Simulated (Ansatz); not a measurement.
An Ansatz input (plane waves, PAW) for AlB2-type ScSi2 that has something wrong with it:

```yaml
crystal:
  lattice:
    - [7.6221342, 0.0, 0.0]
    - [-3.8110671, 6.60096185, 0.0]
    - [0.0, 0.0, 6.86144211]
  atoms:
    - { symbol: Sc, position: [0.0, 0.0, 0.0] }
    - { symbol: Si, position: [0.3333333333333, 0.6666666666667, 0.5] }
    - { symbol: Si, position: [0.6666666666667, 0.3333333333333, 0.5] }
basis:
  ecutwfc: 420
  ecutrho_ratio: 4
kpoints:
  mp_grid: { grid: [10, 10, 10] }
hamiltonian:
  xc: pbe
scf:
  occupations: { method: gaussian, width: 0.05 }
  max_iter: 50
output:
  forces: true
  stress: true
```

Launched as:
```sh
ansatz run input.yaml --threads 2 --pin off --max-ram 2662MiB --backend cpu --events-out ev --progress --plain --runs-dir out
```

**Question.** What is wrong with it?

**Answer.** A lattice typed in bohr. Against the sound input: crystal.lattice: [[7.6221342, 0.0, 0.0], [-3.8110671, 6.60096185, 0.0], [0.0, 0.0, 6.86144211]] (the cap on iterations is only a precaution).

What the program printed:

SCF trace (energy estimate counted from the last row):
```
iteration   ΔE (eV)  density residual (eV)
        1    -1.006                 1.33e1
        2   -14.447                 2.34e2
        3    -0.417                 7.36e0
        4    -0.014                 1.95e0
        5    -0.068                 1.42e0
        6    -0.089                 2.23e0
        7    -0.080                 2.16e0
        8    -0.006                1.00e-1
        9  -2.9e-04                1.93e-2
       10  -2.1e-04                8.97e-3
       11  -1.5e-05                2.89e-4
       12   1.0e-06                1.44e-6
       13     0.000                3.01e-6
       14     0.000                3.60e-6
       15     0.000                1.24e-6
       16     0.000                5.13e-8
```

```
SCF 1 converged in 16 iterations: F = -3394.814746 eV  dr2 = 5.13e-8
SCF converged after 16 iterations
Free energy (F): -3394.814746 eV
E sigma→0 (E₀):  -3394.802073 eV
Entropy (-TS):   -0.025346 eV (-8.449 meV/atom)
Fermi energy:    -1.593151 eV
--- Forces (eV/Å), atoms counted from 1 ---
  atom   1  Sc     0.00000000     0.00000000     0.00000000
  atom   2  Si     0.00000000     0.00000000     0.00000000
  atom   3  Si     0.00000000     0.00000000     0.00000000
--- Stress (GPa, compression-positive) ---
       -2.614920       0.000000       0.000000
        0.000000      -2.614920       0.000000
        0.000000       0.000000      -1.322564
  P = ⅓ Tr σ = -2.1841 GPa (-21.841 kbar)
```

The run converged all the same, so nothing but a comparison shows the fault. Its energy lies 4585 meV/atom from the sound one. It ran for 21 s on 2 threads of Arm Neoverse V1, on a shared host, peak memory 0.79 GiB. The run before the change (PBE, 420 eV, 10×10×10 mesh) gave:

```tsv
run	P (GPa)	gap on the mesh (eV)	cell moment (μB)	largest force component (eV/Å)
sound	0.0	metal	–	0.000
spoiled	-2.2	metal	–	0.000
```

The Crystallography Open Database holds a cell of this formula and space group, from which this one stands far in volume, proportions or bonds. The database's entry of this formula in the relaxed cell's space group, P6/mmm, has axes of 3.662 × 3.662 × 3.879 Å and 15.02 Å³/atom (1994), the relaxed one 4.033 × 4.033 × 3.631 Å and 17.05.

Of that run: The cell is a metal with an odd number of electrons, and spin polarisation wasn't tried.
